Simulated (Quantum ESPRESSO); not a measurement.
# Computed records: Hf₅ScAgMo (simulated cell)

All values are calculated (Quantum ESPRESSO 7.5). Calculation on a made-up metal alloy cell, not a measurement: no spin or spin-orbit, unrelaxed, 2900 K smearing, stress positive in tension, cell energy less fitted offsets; periodic Kohn-Sham density functional theory in plane waves with PseudoDojo standard norm-conserving scalar-relativistic pseudopotentials, each functional with its own files (v0.5 for PBE, v0.4.1 for LDA and PBEsol), eight atoms on drawn sites of a strained close-packed or body-centred lattice, each displaced and held fixed; the energy is the cell's free energy, ions and the entropy term -TS included, at the stated Fermi-Dirac width, less a fixed offset for each atom's element (shifted free energy); compositions with an open d shell lost a parallel starting moment in a cheaper test run, and other magnetic orders were not tried; an error bar is the largest change of its kind in a tighter rerun, never given below 0.002 eV, 0.02 GPa or 0.003 eV/angstrom, and covers cutoff and k-mesh only, not smearing or the files.

Settings shared by all entries: lattice type hexagonal close-packed; functional pbe; cutoff 1116 eV; fermi dirac smearing 0.25 eV; electrons removed 0; run command mpirun -np 4 pw.x -nk 4 -in in; run processor Intel Xeon, 2023 or later, virtual cores; k mesh 5 x 5 x 4 shifted half a step off Gamma on each axis.

Notes on all entries: heavy elements are run without spin-orbit coupling, which real alloys of them have; a spin test at this wide smearing found no moment, but such smearing suppresses magnetism that the real alloy may have; lattice, volume and sites are drawn at random and may be unstable or far from any real phase; energies are for the whole cell, less offsets fitted to these runs, so they are not formation energies.

(1) Hf₅ScAgMo (simulated cell)

```
cell vectors (Å)
   3.1773    -0.0052     5.2041
   3.0864     0.0376    -5.1486
  -3.1038     5.4359    -0.0504
atoms (fractions of the cell vectors)
Hf  0.01262  0.00529 -0.00830
Ag  0.00832  0.00404  0.51211
Hf  0.40875  0.91635  0.33206
Hf  0.42228  0.91289  0.84118
Hf  0.49199  0.48348 -0.00503
Hf  0.49540  0.49489  0.49664
Mo  0.90863  0.40017  0.33529
Sc  0.90620  0.39965  0.81995
```

```
entropy term negative ts : -2.037 eV
pressure                 : -4.38 GPa
stress xx                : 3.46 GPa
stress yy                : 4.43 GPa
stress zz                : 5.26 GPa
stress yz                : -0.69 GPa
stress xz                : 1.75 GPa
stress xy                : 1.2 GPa
shifted free energy      : 0.415 eV
```

Atoms:
```
atoms element  atom site  atom energy offset (eV)
           Hf          1                 -1535.13
           Ag          2                 -4218.03
           Hf          3                 -1535.13
           Hf          4                 -1535.13
           Hf          5                 -1535.13
           Hf          6                 -1535.13
           Mo          7                 -1911.95
           Sc          8                 -1317.21
```

Forces:
```
site  x (eV/Å)  y (eV/Å)  z (eV/Å)
   1    -1.302     0.312    -0.419
   2    -0.112    -0.515     0.061
   3    -0.183    -0.176     0.317
   4    -0.039    -0.143    -0.215
   5      1.16     0.457      0.36
   6     0.095     0.101    -0.157
   7     0.011    -0.282    -0.198
   8     0.372     0.246     0.252
```

Notes: error bars: energy 0.0025 eV, stress 0.02 GPa, force 0.003 eV/Å, from a tighter rerun of a related cell, whose elements or sites may differ; 17 SCF iterations, 349 s of wall time on a shared machine.

(2) Hf₅ScAgMo (simulated cell)

```
cell vectors (Å)
   3.1773    -0.0052     5.2041
   3.0864     0.0376    -5.1486
  -3.1038     5.4359    -0.0504
atoms (fractions of the cell vectors)
Hf  0.01262  0.00529 -0.00830
Hf  0.00832  0.00404  0.51211
Ag  0.40875  0.91635  0.33206
Hf  0.42228  0.91289  0.84118
Hf  0.49199  0.48348 -0.00503
Hf  0.49540  0.49489  0.49664
Mo  0.90863  0.40017  0.33529
Sc  0.90620  0.39965  0.81995
```

```
entropy term negative ts : -2.071 eV
pressure                 : -4.26 GPa
stress xx                : 1.34 GPa
stress yy                : 5.41 GPa
stress zz                : 6.02 GPa
stress yz                : 0.02288 GPa
stress xz                : 0.55 GPa
stress xy                : 1.62 GPa
shifted free energy      : 0.388 eV
```

Atoms:
```
atoms element  atom site  atom energy offset (eV)
           Hf          1                 -1535.13
           Hf          2                 -1535.13
           Ag          3                 -4218.03
           Hf          4                 -1535.13
           Hf          5                 -1535.13
           Hf          6                 -1535.13
           Mo          7                 -1911.95
           Sc          8                 -1317.21
```

Forces:
```
site  x (eV/Å)  y (eV/Å)  z (eV/Å)
   1    -0.684     0.591    -0.076
   2    -0.017    -0.835     0.057
   3    -0.145    -0.089     0.202
   4     0.353     0.126     0.055
   5     0.365     0.483     0.039
   6     0.124     -0.25    -0.125
   7     0.117    -0.407    -0.016
   8    -0.113     0.381    -0.135
```

Notes: error bars: energy 0.0025 eV, stress 0.02 GPa, force 0.003 eV/Å, from a tighter rerun of this cell; 17 SCF iterations, 404 s of wall time on a shared machine.

(3) Hf₅ScAgMo (simulated cell)

```
cell vectors (Å)
   3.1773    -0.0052     5.2041
   3.0864     0.0376    -5.1486
  -3.1038     5.4359    -0.0504
atoms (fractions of the cell vectors)
Hf  0.01262  0.00529 -0.00830
Hf  0.00832  0.00404  0.51211
Hf  0.40875  0.91635  0.33206
Ag  0.42228  0.91289  0.84118
Hf  0.49199  0.48348 -0.00503
Hf  0.49540  0.49489  0.49664
Mo  0.90863  0.40017  0.33529
Sc  0.90620  0.39965  0.81995
```

```
entropy term negative ts : -2.035 eV
pressure                 : -4.4 GPa
stress xx                : 4.96 GPa
stress yy                : 2 GPa
stress zz                : 6.23 GPa
stress yz                : 0.01359 GPa
stress xz                : 0.4 GPa
stress xy                : -0.32 GPa
shifted free energy      : 0.282 eV
```

Atoms:
```
atoms element  atom site  atom energy offset (eV)
           Hf          1                 -1535.13
           Hf          2                 -1535.13
           Hf          3                 -1535.13
           Ag          4                 -4218.03
           Hf          5                 -1535.13
           Hf          6                 -1535.13
           Mo          7                 -1911.95
           Sc          8                 -1317.21
```

Forces:
```
site  x (eV/Å)  y (eV/Å)  z (eV/Å)
   1    -0.783     0.648      -0.3
   2    -0.068    -1.021     0.327
   3     0.274    -0.031     0.405
   4    -0.078    -0.101     0.015
   5     0.575     0.627     0.415
   6     0.077    -0.293    -0.497
   7    -0.254     0.116    -0.137
   8     0.256     0.055    -0.228
```

Notes: error bars: energy 0.0025 eV, stress 0.02 GPa, force 0.003 eV/Å, from a tighter rerun of a related cell, whose elements or sites may differ; 17 SCF iterations, 460 s of wall time on a shared machine.

(4) Hf₅ScAgMo (simulated cell)

```
cell vectors (Å)
   3.1773    -0.0052     5.2041
   3.0864     0.0376    -5.1486
  -3.1038     5.4359    -0.0504
atoms (fractions of the cell vectors)
Hf  0.01262  0.00529 -0.00830
Hf  0.00832  0.00404  0.51211
Hf  0.40875  0.91635  0.33206
Hf  0.42228  0.91289  0.84118
Ag  0.49199  0.48348 -0.00503
Hf  0.49540  0.49489  0.49664
Mo  0.90863  0.40017  0.33529
Sc  0.90620  0.39965  0.81995
```

```
entropy term negative ts : -2.036 eV
pressure                 : -4.25 GPa
stress xx                : 4.21 GPa
stress yy                : 3.14 GPa
stress zz                : 5.4 GPa
stress yz                : -0.71 GPa
stress xz                : 0.93 GPa
stress xy                : 1.04 GPa
shifted free energy      : 0.168 eV
```

Atoms:
```
atoms element  atom site  atom energy offset (eV)
           Hf          1                 -1535.13
           Hf          2                 -1535.13
           Hf          3                 -1535.13
           Hf          4                 -1535.13
           Ag          5                 -4218.03
           Hf          6                 -1535.13
           Mo          7                 -1911.95
           Sc          8                 -1317.21
```

Forces:
```
site  x (eV/Å)  y (eV/Å)  z (eV/Å)
   1    -0.665     1.217    -0.179
   2     0.459    -1.345     0.073
   3    -0.068    -0.164     0.491
   4    -0.073    -0.049     0.079
   5     0.354     0.244     0.054
   6    -0.269    -0.512     -0.02
   7    -0.068     0.214    -0.186
   8     0.329     0.395    -0.313
```

Notes: error bars: energy 0.0025 eV, stress 0.02 GPa, force 0.003 eV/Å, from a tighter rerun of a related cell, whose elements or sites may differ; 17 SCF iterations, 458 s of wall time on a shared machine.

(5) Hf₅ScAgMo (simulated cell)

```
cell vectors (Å)
   3.1773    -0.0052     5.2041
   3.0864     0.0376    -5.1486
  -3.1038     5.4359    -0.0504
atoms (fractions of the cell vectors)
Hf  0.01262  0.00529 -0.00830
Hf  0.00832  0.00404  0.51211
Hf  0.40875  0.91635  0.33206
Hf  0.42228  0.91289  0.84118
Hf  0.49199  0.48348 -0.00503
Ag  0.49540  0.49489  0.49664
Mo  0.90863  0.40017  0.33529
Sc  0.90620  0.39965  0.81995
```

```
entropy term negative ts : -1.965 eV
pressure                 : -4.61 GPa
stress xx                : 3.69 GPa
stress yy                : 4.39 GPa
stress zz                : 5.76 GPa
stress yz                : 0.35 GPa
stress xz                : -0.67 GPa
stress xy                : 1.18 GPa
shifted free energy      : 0.227 eV
```

Atoms:
```
atoms element  atom site  atom energy offset (eV)
           Hf          1                 -1535.13
           Hf          2                 -1535.13
           Hf          3                 -1535.13
           Hf          4                 -1535.13
           Hf          5                 -1535.13
           Ag          6                 -4218.03
           Mo          7                 -1911.95
           Sc          8                 -1317.21
```

Forces:
```
site  x (eV/Å)  y (eV/Å)  z (eV/Å)
   1    -0.476     0.605    -0.375
   2     -0.04    -0.869         0
   3    -0.047    -0.154     0.301
   4    -0.134    -0.104     0.391
   5     0.253     0.629     0.444
   6      0.08    -0.012    -0.047
   7    -0.034     -0.32    -0.116
   8     0.398     0.227    -0.598
```

Notes: error bars: energy 0.0025 eV, stress 0.02 GPa, force 0.003 eV/Å, from a tighter rerun of a related cell, whose elements or sites may differ; 17 SCF iterations, 416 s of wall time on a shared machine.
